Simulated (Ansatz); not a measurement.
CdTe: computed property card

CdTe:
Space group Fm-3m (No. 225); a = 5.9302 Å, b = 5.9302 Å, c = 5.9302 Å, α = 90.00°, β = 90.00°, γ = 90.00°

```csv
atom,site,symmetry,x,y,z
Cd,4a,m-3m,0.0000,0.0000,0.0000
Te,4b,m-3m,0.5000,0.5000,0.5000
```
(The calculation used a cell of 2 atoms; values per cell refer to that cell.)

Space group Fm-3m (No. 225), rock salt; conventional cell a = b = c = 5.930 Å, α = β = γ = 90.00°.

Method: plane-wave PAW LDA (Ansatz code). Structure relaxed to zero pressure with the same functional. Other levels are named where they apply.

Cell and energy:

- Volume per atom: 26.07 Å³
- Density: 7.64 g/cm³
- Formation energy from the elements (no fitted shifts): -0.25 eV/atom

Electronic structure:

* **Electronic character**: metallic (no gap)
* **Density of states at the Fermi level**: 0.58 states/eV per atom (mean over ±0.08 eV)

Mechanics:

* **Bulk modulus (Birch–Murnaghan fit)**: 62.2 GPa
* **Pressure derivative B′**: 5.0
* **Elastic constants (relaxed ions, GPa)**: C11 = 113, C12 = 37.0, C44 = 18.4
* **Mechanical stability**: stable (all eigenvalues of C positive)
* **Hill bulk and shear moduli**: 62.4 and 24.8 GPa
* **Young's modulus**: 65.7 GPa
* **Poisson's ratio**: 0.32
* **Debye temperature from the elastic constants**: 203 K

Phonons:

Highest zone-centre frequency: 2.77 THz
Zone-centre stability: no imaginary mode at Γ

This is a known high-pressure phase of the composition, computed here at zero pressure and temperature. Symmetry was held in the LDA relaxation. As this level gives no gap, shear constants depend on the k-mesh and smearing (Fermi–Dirac, 0.1 eV here). As this level gives no gap, phonon frequencies hold no LO–TO term and depend on the k-mesh and smearing (Fermi–Dirac, 0.1 eV here). The references are the lowest solids computed at this level, not always the standard phases. Spin–orbit coupling is left out wherever it is not named.

Potentials: the earlier of the program's two PAW sets. The files were generated under PBE; for other functionals the program regenerates the frozen cores, and for LDA and PBEsol the local potential too.
